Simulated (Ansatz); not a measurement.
SiO2:
```xyz
9
Lattice="4.9495 0.0000 0.0000 -2.4747 4.2864 0.0000 0.0000 0.0000 5.4417" Properties=species:S:1:pos:R:3 pbc="T T T"
O      1.3820     1.1431     1.1661
O      3.2685     0.6253     2.9800
O      2.7737     2.5179     4.7939
O      0.2990     1.7684     4.2757
O     -1.0927     3.1432     2.4618
O      0.7937     3.6611     0.6479
Si     2.3286     0.0000     1.8139
Si    -1.1643     2.0167     3.6278
Si     1.3104     2.2697     0.0000
```

This is the PBEsol-relaxed structure. x, y and z are the axes in which the lattice vectors are written.

**Question.** All from plane-wave PAW PBEsol (Ansatz code), unless another level is named. Estimate the Debye temperature from the elastic constants.

**Answer.** 542 K.

**Question.** And the elastic constants (relaxed ions, GPa)?

**Answer.** C11 = 75.9, C12 = 4.6, C13 = 8.3, C14 = -17.7, C33 = 93.1, C44 = 53.2.

Space group P3_121. Symmetry was held in the PBEsol relaxation.

Potentials: the later of the program's two PAW sets.
